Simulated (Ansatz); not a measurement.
# AlIn3Sb2N2: rattling a relaxed structure

The structure comes from a proposed guess, relaxed at this level; another structure or a mixture of phases may lie lower.

All numbers below come from DFT PBE, scalar-relativistic, plane waves, PAW (Ansatz 0.2.0). Cutoff 420 eV; k points 12×12×2 on the computed 8-atom cell (Γ-centred); Gaussian smearing, width 0.10 eV; no spin polarisation.

The cell below (8 atoms, space group P3m1 (No. 156)) is relaxed within its symmetry.

```xyz
8
Lattice="3.2985 0.0000 0.0000 -1.6493 2.8566 0.0000 0.0000 0.0000 18.0747" Properties=species:S:1:pos:R:3 pbc="T T T"
Al    0.0000    1.9044    0.4157
In    1.6493    0.9522   15.6854
In    0.0000    1.9044    9.5244
In    1.6493    0.9522    3.2086
Sb    0.0000    1.9044   12.5918
Sb    1.6493    0.9522    6.1082
N     1.6493    0.9522   17.9508
N     0.0000    1.9044    2.2951
```

For the test it was strained at random (σ = 1.5 % a component), the atoms were moved at random (σ = 0.15 Å), and all was relaxed again on a coarse 6×6×2 mesh (in the run’s order of axes) with 0.20 eV smearing, with no symmetry imposed.

No dispersion correction is applied, so the spacing and binding between layers, chains or molecules are poorly described. Spin–orbit coupling, which can matter for Sb, is left out.

Task: Is the structure stable against such a distortion?

Result: It doesn't return. The energy falls by 45 meV/atom on that mesh, the volume changes by -1.2 %, and the end has space group P1 (No. 1) at a loose tolerance. Relaxed again on a 12×10×2 mesh with 0.10 eV smearing, the new structure lies 35 meV/atom below the first (mesh in the axes of the run's cell; the cell below is made exact in the group named). Space group Cm (No. 8), monoclinic, a = 5.751 Å, b = 3.251 Å, c = 18.067 Å, β = 90.0°. Around Al lie 4 N at 1.89–1.98 Å; around In on its first site lie 1 N at 2.26 Å and 1 Sb at 3.19 Å; Sb on its first site is surrounded by 2 In at 3.09–3.19 Å and 6 Sb at 3.25–3.30 Å; N on its first site is surrounded by 3 Al at 1.96–1.98 Å and 1 In at 2.26 Å; 4 more sites not described.

```
Al In Sb N
1.0
     2.87548   -1.62556    0.00000
     2.87548    1.62556    0.00000
    -0.00327    0.00000   18.06684
Al In Sb N
1 3 2 2
Direct
  0.37589 0.37589 0.97615
  0.70721 0.70721 0.13041
  0.70644 0.70644 0.47806
  0.70797 0.70797 0.82117
  0.70761 0.70761 0.30713
  0.70722 0.70722 0.66025
  0.70754 0.70754 0.00524
  0.37827 0.37827 0.87159
```
